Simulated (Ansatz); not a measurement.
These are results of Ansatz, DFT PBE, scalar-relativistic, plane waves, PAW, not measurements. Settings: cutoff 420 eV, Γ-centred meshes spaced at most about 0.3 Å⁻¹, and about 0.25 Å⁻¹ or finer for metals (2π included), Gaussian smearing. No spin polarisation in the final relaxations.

All energies are static (0 K, no zero-point motion).

Two forms of Cd₄S were relaxed alike.

A. Space group P6/mmm (No. 191), hexagonal, a = 5.965 Å, c = 5.074 Å. Around Cd on a site of symmetry mmm lie 6 Cd at 2.98 Å; Cd on a site of symmetry 6/mmm is surrounded by 2 S at 2.54 Å and 6 Cd at 2.98 Å; S is surrounded by 2 Cd at 2.54 Å.

B. Space group Im-3m (No. 229), cubic, a = 6.426 Å. Cd has 2 S at 2.78 Å and 6 Cd at 3.21 Å; around S lie 8 Cd at 2.78 Å.

Task: Which would you expect to be lower, and how large is the difference?

Result: A is lower, by 44 meV/atom. A has space group P6/mmm (No. 191), 31.3 Å³/atom and no gap on its mesh; B has space group Im-3m (No. 229), 26.5 Å³/atom and no gap. Counting Cd atoms around S (those within 1.25 times the shortest such distance or 1.15 times the sum of covalent radii), A has S 2 and B has S 8. The lower one is the more open, so pressure narrows the difference. Even the lower one lies +0.14 eV/atom against the reference forms of the elements (uncorrected), so neither is stable at this level. Both come from invented guesses. A third cell relaxed alike, in P4/mmm, lies 16 meV/atom below the lower of the two.

A magnetic state wasn't ruled out in cells without spin, among them P6/mmm. Cells relaxed within their symmetry can be saddle points.
